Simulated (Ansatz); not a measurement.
Lattice vibrations of FeNi at Γ

Method: Ansatz 0.2.0, DFT PBEsol, scalar-relativistic, plane waves, PAW. Cutoff 420 eV, 16×16×12 k-points (Γ-centred), Gaussian smearing of 0.20 eV. Collinear spin, site moments 2.5, 0.7 μB. Phonons by linear response, acoustic sum rule imposed.

The cell, relaxed at this level:
```xyz
2
Lattice="2.4680 0.0000 0.0000 0.0000 2.4680 0.0000 0.0000 0.0000 3.5334" Properties=species:S:1:pos:R:3 pbc="T T T"
Fe    0.0000    0.0000    0.0000
Ni    1.2340    1.2340    1.7667
```

In a metal, frequencies and elastic constants depend on the k mesh and the smearing, soft modes and shear constants most.

Optical modes at Γ; i marks an imaginary frequency:
| frequency (cm⁻¹) | degeneracy |
| --- | --- |
| 214 | 2 |
| 300 | 1 |

All 3 optical modes at Γ are real: no displacement of atoms at fixed cell lowers the energy to second order. Strains and modes at other wave vectors aren't tested by this run.